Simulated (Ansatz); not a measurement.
Data:

Ru:
```cif
data_Ru
_chemical_formula_sum 'Ru1'
_space_group_name_H-M_alt 'P 1'
_space_group_IT_number 1
_cell_length_a 2.51088
_cell_length_b 2.51088
_cell_length_c 2.51088
_cell_angle_alpha 90.000
_cell_angle_beta 90.000
_cell_angle_gamma 90.000
loop_
_space_group_symop_operation_xyz
  'x, y, z'
loop_
_atom_site_label
_atom_site_type_symbol
_atom_site_fract_x
_atom_site_fract_y
_atom_site_fract_z
_atom_site_occupancy
Ru1 Ru 0.00000 0.00000 0.00000 1
```

This is the PBE-relaxed structure.

Problem. All from plane-wave PAW PBE (Ansatz code), unless another level is named. Give the density of states at the Fermi level.

Solution. 1.3 states/eV per atom (mean over ±0.08 eV).

Problem. And the gap with spin–orbit coupling?

Solution. none (metallic).

Space group Pm-3m (simple cubic). A made-up cell: these elements were put on the sites of a structure type; neither database checked (COD, Materials Project) lists it. It is not the phase usual at ambient conditions (space group No. 194). The cell was relaxed with PBE under the symmetry of its start; its stability against distortions is not shown here. The run is not spin-polarised. Spin–orbit coupling is left out wherever it is not named.

Potentials: the later of the program's two PAW sets.
